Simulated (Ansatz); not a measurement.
Start of a relaxation of Ga2GeTeSe:

```
Ga Ge Te Se
1.0
     4.02615    0.00000    0.00000
     0.00000    4.02615    0.00000
     0.00000    0.00000    8.24736
Ga Ge Te Se
2 1 1 1
Direct
  0.50000 0.50000 0.61018
  0.50000 0.50000 0.17051
  0.50000 0.50000 0.39928
  0.00000 0.00000 0.28305
  0.00000 0.00000 0.68817
```

All numbers below come from Ansatz, DFT PBE, scalar-relativistic, plane waves, PAW. Cutoff 420 eV, Gaussian smearing, Γ-centred meshes. Cell and atoms relax first on a coarse mesh and then on a finer one. In between, the cell is made exact in the group found at 0.06 Å. In metals the finer mesh still leaves noise of several meV/atom or more. The steps can't lower the symmetry of their start. No spin polarisation.

A guess keeps its type if space group and coordination stay and the shape of the cell changes little (axis ratios within about 15 %, angles within 6°); the volume may change.

**Question.** Will the relaxed cell still be of the starting type?

**Answer.** It doesn't keep its type. The symmetry stays P4mm (No. 99). The volume per atom shrinks by 7.9 %, from 26.7 to 24.6 Å³. The shortest distance goes from 1.74 Å (Ga–Ge) to 2.61 Å (Ga–Ge). The ratio c/a of the conventional cell changes by a factor of 1.10. Counting neighbours within 15 % of an atom's shortest distance, the start has Ga 1, Ge 2, Se 5, Te 9 and the end Ga 2/6, Ge 5, Se 4, Te 4. In detail, at the end Ga on its first site has 1 Ge at 2.61 Å, 4 Se at 2.78 Å and 1 Ga at 2.82 Å; Ge has 1 Ga at 2.61 Å, 4 Te at 2.87 Å and 1 Ga at 3.11 Å; Te has 4 Ge at 2.87 Å and 4 Ga at 3.41 Å; Se is surrounded by 4 Ga at 2.78 Å and 4 Ga at 3.41 Å; 1 more site not described.

Space group P4mm (No. 99). a = 3.797 Å, b = 3.797 Å, c = 8.544 Å, α = 90.00°, β = 90.00°, γ = 90.00°
```json
{"atom": "Ga", "site": "1b", "symmetry": "4mm", "x": "0.5000", "y": "0.5000", "z": "0.6931"}
{"atom": "Ga", "site": "1b", "symmetry": "4mm", "x": "0.5000", "y": "0.5000", "z": "0.0230"}
{"atom": "Ge", "site": "1b", "symmetry": "4mm", "x": "0.5000", "y": "0.5000", "z": "0.3876"}
{"atom": "Te", "site": "1a", "symmetry": "4mm", "x": "0.0000", "y": "0.0000", "z": "0.2700"}
{"atom": "Se", "site": "1a", "symmetry": "4mm", "x": "0.0000", "y": "0.0000", "z": "0.7776"}
```

The last run used a 10×10×6 mesh (in the run's order of axes) for its 5-atom cell and Gaussian smearing of 0.10 eV. Spin–orbit coupling, which can matter for Te, is left out. Symmetry constrained the relaxation, so the result can be a saddle point.

In counts of neighbours, a slash parts the counts of unlike sites.
